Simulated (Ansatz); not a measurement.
SiGeC2:
```
CELL_PARAMETERS angstrom
      3.15602     0.00000     0.00000
      0.00000     3.15602     0.00000
      0.00000     0.00000     4.45312
ATOMIC_POSITIONS crystal
  Si 0.00000 0.00000 0.00000
  C  0.50000 0.00000 0.23635
  Ge 0.50000 0.50000 0.50000
  C  0.00000 0.50000 0.76365
```

x, y and z are the axes in which the lattice vectors are written.

### Question
Give the high-frequency dielectric tensor and the Born effective charge tensors of the independent atoms from DFPT, DFT-PBEsol in the program Ansatz with PAW potentials.

### Answer

ε∞:
```
7.58  0.00  0.00
0.00  7.58  0.00
0.00  0.00  7.63
```
Z* of atom 1 (Si), rows: field, columns: displacement, in e:
```
2.73  0.00  0.00
0.00  2.73  0.00
0.00  0.00  2.81
```
Z* of atom 2 (C), rows: field, columns: displacement, in e:
```
-2.69   0.00   0.00
 0.00  -2.57   0.00
 0.00   0.00  -2.67
```
Z* of atom 3 (Ge), rows: field, columns: displacement, in e:
```
2.54  0.00  0.00
0.00  2.54  0.00
0.00  0.00  2.53
```

Space group P-4m2. The start of the workflow was typed in or built on a structure type; neither database checked (COD, Materials Project) lists it. Whether it is the stable phase at ambient conditions was not checked. The cell was relaxed with PBEsol under the symmetry of its start; its stability against distortions is not shown here. Spin–orbit coupling is left out wherever it is not named.

Potentials: the earlier of the program's two PAW sets. The files were generated under PBE; for other functionals the program regenerates the frozen cores, and for LDA and PBEsol the local potential too.
